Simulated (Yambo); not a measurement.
A G0W0@LDA run in Yambo for SrAgSF (space group P4/nmm, No. 129) (4×4×1 Γ-centred k mesh, bands 9 to 181 and a 6 Ry block in the screening, 181 bands in G with the Bruneval-Gonze terminator, plasmon pole fitted at 27.2 eV) gives these matrix elements, in eV, at the band edges (Γ → Γ):

| state | E0 | <Vxc> | <Σx> | <Σc(E0)> | Z |
|---|---|---|---|---|---|
| valence edge | 0.000 | -16.386 | -19.708 | 2.535 | 0.784 |
| conduction edge | 1.014 | -11.250 | -7.088 | -3.435 | 0.814 |

Solve the linearised quasiparticle equation for both states, give the gap, and say how exchange and correlation each act on it.

E = E0 + Z(Σx + Σc − Vxc). Valence: 0.000 + 0.784 × (-19.708 + (2.535) − (-16.386)) = -0.62 eV. Conduction: 1.014 + 0.814 × (-7.088 + (-3.435) − (-11.250)) = 1.61 eV. The gap is 2.22 eV, against 1.01 eV in LDA. Replacing Vxc by bare exchange alone would open it by 7.48 eV; correlation takes back 5.97 eV of that, and Z scales what is left. Nearest settings tried, and what they do to the gap: 146 bands in W, 146 bands in G: +26 meV; 5 Ry block (197 vectors against 257): -15 meV; 4×4×2 mesh: +103 meV. So the settings aren't converged at that level. Spin-orbit splittings are left out.

Geometry of the Materials Project entry, not relaxed at this level; primitive cell a = b = 4.1086 Å, c = 9.1301 Å, α = β = γ = 90.00°.

The structure is a Materials Project entry; no match was found in the copy of COD used, and its stability was not checked.
